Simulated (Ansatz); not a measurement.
GaPt$_{3}$:
```yaml
crystal:
  lattice:
    - [3.86387, 0.00000, 0.00000]
    - [0.00000, 3.86387, 0.00000]
    - [0.00000, 0.00000, 3.86387]
  atoms:
    - { symbol: Ga, position: [0.00000, 0.00000, 0.00000] }
    - { symbol: Pt, position: [0.00000, 0.50000, 0.50000] }
    - { symbol: Pt, position: [0.50000, 0.00000, 0.50000] }
    - { symbol: Pt, position: [0.50000, 0.50000, 0.00000] }
```

Relaxed with LDA. Special points in fractions of this cell's reciprocal vectors: Γ (0.000, 0.000, 0.000); X (0.000, 0.500, 0.000); M (0.500, 0.500, 0.000); R (0.500, 0.500, 0.500).

**Question.** List the band energies nearest the Fermi level at these points for LDA in the plane-wave PAW code Ansatz.

**Answer.** In eV from the Fermi level; about four levels below and three above (degenerate sets whole), none deeper than 8.9 eV; points with the same levels are listed once.

| k | below | above |
|---|---|---|
| Γ | -0.84 -0.84 -0.02 -0.02 -0.02 | 0.20 0.70 0.70 0.70 |
| X | -2.21 -2.21 -1.96 -0.70 | 0.71 3.06 5.52 5.52 |
| M | -2.13 -1.73 -1.54 -0.84 | 1.76 1.76 6.33 |
| R | -2.34 -2.34 -2.34 -1.63 -1.63 -0.45 | 0.22 0.22 0.22 |

Space group Pm-3m (Cu3Au type). The first step of the workflow began from a Materials Project structure, measured or hypothetical; the Crystallography Open Database copy checked does not list it. COD files the formula under space group No. 127. Whether it is the stable phase at ambient conditions was not checked. The LDA relaxation kept the symmetry of its start; whether a distortion lowers the energy is not shown. The run is not spin-polarised. Scalar-relativistic: spin–orbit coupling is off unless named, which matters more the heavier the elements.

Potentials: the later of the program's two PAW sets.
